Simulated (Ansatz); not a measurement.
Relaxed CsPbCl$_{3}$ (cubic perovskite):

```xyz
5
Lattice="5.6735 0.0000 0.0000 0.0000 5.6735 0.0000 0.0000 0.0000 5.6735" Properties=species:S:1:pos:R:3 pbc="T T T"
Cs     0.0000     0.0000     0.0000
Pb     2.8368     2.8368     2.8368
Cl     0.0000     2.8368     2.8368
Cl     2.8368     2.8368     0.0000
Cl     2.8368     0.0000     2.8368
```

Scan: atom 1 (Cs, nearest neighbour Cl at 4.012 Å; its periodic images, 5.7 Å or more away, move with it) is displaced towards the nearest neighbour, direction (-0.707, -0.707, 0.000) in Cartesian axes, by s. The other atoms stay.

Calculation: r2SCAN (plane waves to 500 eV, PAW, scalar-relativistic; Ansatz, a quantum-chemistry and plane-wave program). k mesh 5×5×5 (Γ-centred), Fermi-Dirac smearing 0.05 eV. The energy includes the smearing's −TS. CsPbCl3 was relaxed with its symmetry unable to fall. Spin-orbit coupling is left out, though Pb is heavy. This is a high-temperature form of CsPbCl3. The zero of ΔE is the undisplaced structure.

```tsv
s (Å)	ΔE (meV/cell)
-1.200	659
-0.960	267
-0.720	withheld
-0.480	28
-0.240	5
0.000	0
0.240	5
0.480	28
0.720	withheld
0.960	267
1.200	659
```

Question: Fit an even polynomial form (powers 2, 4, 6) to the given rows and predict ΔE at s = 0.720.

Answer: Least squares on the 9 given rows: ΔE = (79.28)·s² + (167.2)·s⁴ + (66.37)·s⁶, in meV/cell with s in Å; root-mean-square residual 0.1 meV/cell. At 0.720 the fit gives 95 meV/cell; the calculation gives 96 meV/cell, so the interpolation is off by -1 (-1.0 %). The quadratic term alone would give 41 meV/cell.

(For displaced atoms, the force is minus the slope of the energy, and its curvature is a force constant, which sets phonon frequencies.)
